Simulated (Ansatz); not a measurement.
# Computed map of one atom of the cell: CsPbBr3 (cubic perovskite)

CsPbBr3 (cubic perovskite)

```yaml
crystal:
  lattice:
    - [5.93725, 0.00000, 0.00000]
    - [0.00000, 5.93725, 0.00000]
    - [0.00000, 0.00000, 5.93725]
  atoms:
    - { symbol: Cs, position: [0.00000, 0.00000, 0.00000] }
    - { symbol: Pb, position: [0.50000, 0.50000, 0.50000] }
    - { symbol: Br, position: [0.00000, 0.50000, 0.50000] }
    - { symbol: Br, position: [0.50000, 0.50000, 0.00000] }
    - { symbol: Br, position: [0.50000, 0.00000, 0.50000] }
```

In this cell atom 4 (Br, nearest neighbour Pb at 2.969 Å; its periodic images, 5.9 Å or more away, move with it) is moved by u·(1.000, 0.000, 0.000) + v·(0.000, 1.000, 0.000); the rest is frozen.

Level of theory: r2SCAN (plane waves to 500 eV, PAW, scalar-relativistic; Ansatz, a quantum-chemistry and plane-wave program). k mesh 5×5×5 (Γ-centred), Fermi-Dirac smearing 0.05 eV. E stands for the smeared free energy. Fu and Fv are the components of the force on the atom. CsPbBr3 was relaxed with its symmetry unable to fall. Spin-orbit coupling is left out, though Pb is heavy. This is a high-temperature form of CsPbBr3. ΔE is measured from the undisplaced structure. Axes are in Å.

ΔE (meV/cell), with u across and v down:

```
v \ u   -0.980  -0.490  0.000  0.490  0.980
------  ------  ------  -----  -----  -----
-0.980    1154     409    230    409   1154
-0.490     409     103     36    103    409
0.000      230      36      0     36    230
0.490      409     103     36    103    409
0.980     1154     409    230    409   1154
```

Fv (eV/Å), with u across and v down:

```csv
v \ u,-0.980,-0.490,0.000,0.490,0.980
-0.980,2.42,1.02,0.68,1.02,2.42
-0.490,0.80,0.31,0.18,0.31,0.80
0.000,0.00,0.00,0.00,0.00,0.00
0.490,-0.80,-0.31,-0.18,-0.31,-0.80
0.980,-2.42,-1.02,-0.68,-1.02,-2.42
```

What the scan shows:

Lowest place on the grid: u = 0.000 Å, v = 0.000 Å (0 meV/cell). Highest place on the grid, met at several equal points: u = -0.980 Å, v = -0.980 Å; u = 0.980 Å, v = -0.980 Å; u = -0.980 Å, v = 0.980 Å; u = 0.980 Å, v = 0.980 Å (1154 meV/cell).

(A displaced cell: forces are minus the slopes of the energy, force constants its curvatures, and phonons follow from these.)
